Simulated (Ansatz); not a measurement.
**Zn, beta-Sn type: geometry optimisation**

All numbers below come from DFT, PBEsol, plane waves (420 eV) with PAW, scalar-relativistic (Ansatz). The PAW files were generated under PBE, with cores re-solved for the functional.

k-point mesh 13×13×9, Fermi-Dirac smearing 0.1 eV, no spin polarisation. Cell and atoms relax.

Starting structure:

```yaml
crystal:
  lattice:
    - [-2.4455159034, 2.4455159034, 1.3352516833]
    - [2.4455159034, -2.4455159034, 1.3352516833]
    - [2.4455159034, 2.4455159034, -1.3352516833]
  atoms:
    - { symbol: Zn, position: [0.0, 0.0, 0.0] }
    - { symbol: Zn, position: [0.75, 0.25, 0.5] }
hamiltonian:
  xc: pbesol
  pseudopotentials:
    kind: paw
    azcp:
      Zn: "pseudopotentials/Zn.paw.azcp"
basis:
  ecutwfc: 420
  fft_grid_basis: typed
kpoints:
  mp_grid: { grid: [13, 13, 9], shift: [0, 0, 0] }
magnetization:
  spin_polarized: false
scf:
  occupations: { method: fermi_dirac, width: 0.1 }
relax:
  max_steps: 60
  f_tol: 0.01
  cell: {}
```

Question: What cell does the relaxation end in?

Answer: Cmcm with a = 2.636 Å, b = 5.009 Å, c = 4.270 Å; 14.09 Å³ per atom against 15.97 at the start (-11.8 %).

The cell has left the beta-Sn structure type; it ends in Cmcm.

Question: How much energy does the relaxation gain?

Answer: 236.6 meV per atom.

Path of the relaxation (the plane waves are chosen anew near the end, which can shift the energy a little):

```tsv
step	E − E(final) (meV/atom)	V (Å³/atom)	P (GPa)	max force (eV/Å)
0	236.64	15.971	0.89	0.000
1	228.50	16.047	0.35	0.000
2	209.95	15.728	1.27	0.004
3	207.23	16.059	-0.22	0.007
4	202.39	16.151	-1.00	0.007
5	180.67	15.736	-0.58	0.052
6	150.95	15.281	-0.73	0.091
7	111.93	14.713	-0.89	0.124
8	75.95	14.069	-0.68	0.105
9	62.64	13.876	-0.54	0.037
10	61.19	13.803	0.07	0.006
11	61.09	13.804	0.13	0.001
12	61.07	13.832	-0.03	0.001
13	61.06	13.824	0.00	0.000
14	22.30	13.824	3.23	0.009
15	3.13	13.966	1.06	0.006
16	0.52	14.112	0.02	0.002
17	0.30	14.114	-0.06	0.001
18	0.25	14.090	0.02	0.001
19	0.25	14.097	-0.01	0.000
20	0.01	14.097	-0.01	0.000
21	0.00	14.092	0.00	0.000
22	0.00	14.092	0.00	0.000
```

The k-point mesh keeps fewer symmetry operations than the starting structure has, so the cell can leave it.
